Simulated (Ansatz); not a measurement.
Here is the system:

Ni$_{3}$Se$_{2}$:
```cif
data_Ni9Se6
_chemical_formula_sum 'Ni9 Se6'
_space_group_name_H-M_alt 'R32 :H'
_space_group_IT_number 155
_space_group_name_Hall 'R 3 2"'
_cell_length_a 5.97749
_cell_length_b 5.97749
_cell_length_c 7.20464
_cell_angle_alpha 90.000
_cell_angle_beta 90.000
_cell_angle_gamma 120.000
loop_
_atom_site_label
_atom_site_type_symbol
_atom_site_symmetry_multiplicity
_atom_site_Wyckoff_symbol
_atom_site_fract_x
_atom_site_fract_y
_atom_site_fract_z
_atom_site_occupancy
Ni1 Ni 9 d 0.00000 0.24739 0.00000 1
Se1 Se 6 c 0.00000 0.00000 0.25732 1
```
(The calculation used a cell of 5 atoms; values per cell refer to that cell.)

This is the r²SCAN-relaxed structure.

All from plane-wave PAW r²SCAN (Ansatz code), unless another level is named. Give the electronic character.

metallic (no gap).

And the density of states at the Fermi level?

0.44 states/eV per atom (mean over ±0.08 eV).

Give the formation energy from the elements (no fitted shifts).

-28 kJ/mol of atoms.

The workflow started from a Materials Project entry (that database holds measured and hypothetical structures alike); the Crystallography Open Database files this formula in space group No. 155, but the cells were not matched. Whether it is the stable phase at ambient conditions was not checked. Symmetry was held in the r²SCAN relaxation; its stability against distortions is not shown here. The run is not spin-polarised. The references are the lowest solids computed at this level, not always the standard phases. Scalar-relativistic: spin–orbit coupling is off unless named, which matters more the heavier the elements.

Potentials: the later of the program's two PAW sets.
